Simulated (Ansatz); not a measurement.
KMgF3 (cubic perovskite, space group No. 221), a = 3.991 Å, b = 3.991 Å, c = 3.991 Å, α = 90.00°, β = 90.00°, γ = 90.00°.

Relaxed with PBEsol. Independent-particle spectrum: no excitons, no local fields, no scissors shift; 0.1 eV broadening; ε₁ of the summed bands alone.

Question: Tabulate the dielectric function from PBEsol in the plane-wave PAW code Ansatz.

Answer: 

| E (eV) | ε₁ xx | ε₂ xx |
|---|---|---|
| 0.0 | 2.02 | 0.00 |
| 0.4 | 2.02 | 0.00 |
| 0.8 | 2.03 | 0.00 |
| 1.2 | 2.03 | 0.00 |
| 1.6 | 2.04 | 0.00 |
| 2.0 | 2.04 | 0.00 |
| 2.4 | 2.06 | 0.00 |
| 2.8 | 2.07 | 0.00 |
| 3.2 | 2.08 | 0.00 |
| 3.6 | 2.10 | 0.00 |
| 4.0 | 2.12 | 0.00 |
| 4.4 | 2.15 | 0.00 |
| 4.8 | 2.18 | 0.00 |
| 5.2 | 2.21 | 0.00 |
| 5.6 | 2.25 | 0.00 |
| 6.0 | 2.30 | 0.00 |
| 6.4 | 2.37 | 0.00 |
| 6.8 | 2.46 | 0.00 |
| 7.2 | 2.60 | 0.00 |
| 7.6 | 2.83 | 0.22 |
| 8.0 | 2.78 | 0.41 |
| 8.4 | 2.76 | 0.51 |
| 8.8 | 2.76 | 0.59 |
| 9.2 | 2.79 | 0.65 |
| 9.6 | 2.86 | 0.72 |
| 10.0 | 3.04 | 0.82 |
| 10.4 | 3.56 | 1.37 |
| 10.8 | 2.91 | 2.09 |
| 11.2 | 2.49 | 2.53 |
| 11.6 | 0.98 | 2.50 |
| 12.0 | 1.09 | 1.29 |

Question: From ε at 7.7 eV (xx: 2.81 + 0.29i), find n, k, the normal reflectivity and the absorption coefficient.

Answer: n = 1.68, k = 0.086, R = 7 %, α = 2kE/ħc = 67000 cm⁻¹.

With all bands, ε∞ without local fields is 2.20. DFPT, with local fields, gives 2.12.

Space group Pm-3m (cubic perovskite). The PBEsol relaxation kept the symmetry of its start; of distortions, only those at the zone centre were tested.

Potentials: the later of the program's two PAW sets.
